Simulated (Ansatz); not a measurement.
BaSrYNbO6, one structure, two calculations

Cell: a Materials Project structure (computed, not necessarily an observed phase), ions relaxed with PBE at fixed cell.

```xyz
20
Lattice="5.9783 0.0000 0.0000 -0.0238 5.9835 0.0000 -0.0304 -0.0359 8.4575" Properties=species:S:1:pos:R:3 pbc="T T T"
Ba    5.9032    5.8691    6.3449
Ba    0.0209    0.0785    2.1127
Sr    2.9604    2.8260    6.3356
Sr    2.9637    3.1216    2.1219
Y     2.9891    0.0000    0.0000
Y    -0.0271    2.9738    4.2288
Nb   -0.0119    2.9917    0.0000
Nb    2.9740   -0.0179    4.2288
O     1.2360    4.5534    0.1923
O     1.7656    1.5849    3.8927
O     4.6881    1.3942    8.2652
O     4.1585    4.3627    4.5648
O     1.5617    1.7561    0.3437
O     1.3821    4.7239    4.0741
O     4.3624    4.1915    8.1138
O     4.5420    1.2237    4.3835
O     2.6677    0.1890    6.2146
O     0.3624    2.9026    6.4726
O     3.2564    5.7587    2.2429
O     5.5617    3.0450    1.9849
```

Atom numbers follow the list; atoms alike are taken as one site, whose name carries the number of the first.

First run. Method: Kohn–Sham DFT in Ansatz, PBE, plane waves and PAW, scalar-relativistic, 420 eV cutoff, Γ-centred 4×4×3 k-points, Fermi–Dirac smearing 0.02 eV.

```tsv
site	atom	V_zz (10²¹ V/m²)	η
Ba	1	-3.05	0.90
Sr	3	-5.34	0.41
Y5	5	-2.69	0.15
Y6	6	-2.40	0.71
Nb7	7	-2.40	0.32
Nb8	8	-2.71	0.62
O9	9	0.95	0.50
O10	10	-0.55	0.25
O13	13	-0.53	0.71
O14	14	0.85	0.77
O17	17	0.52	0.64
O18	18	-0.54	0.51
```

Second run. The same atoms and settings, except that spin–orbit coupling is included (fully relativistic PAW files).

(1) What does the second run give?

## Answers

(1) 

```tsv
site	atom	V_zz	η	change of V_zz
Ba	1	-3.06	0.90	-0.01
Sr	3	-5.34	0.41	0.00
Y5	5	-2.69	0.15	0.00
Y6	6	-2.40	0.71	0.00
Nb7	7	-2.40	0.32	0.00
Nb8	8	-2.71	0.62	0.00
O9	9	0.94	0.50	-0.01
O10	10	-0.55	0.24	0.00
O13	13	-0.53	0.71	0.00
O14	14	0.85	0.77	0.00
O17	17	0.51	0.65	-0.01
O18	18	-0.54	0.51	0.00
```

No V_zz moves by more than 0.01.
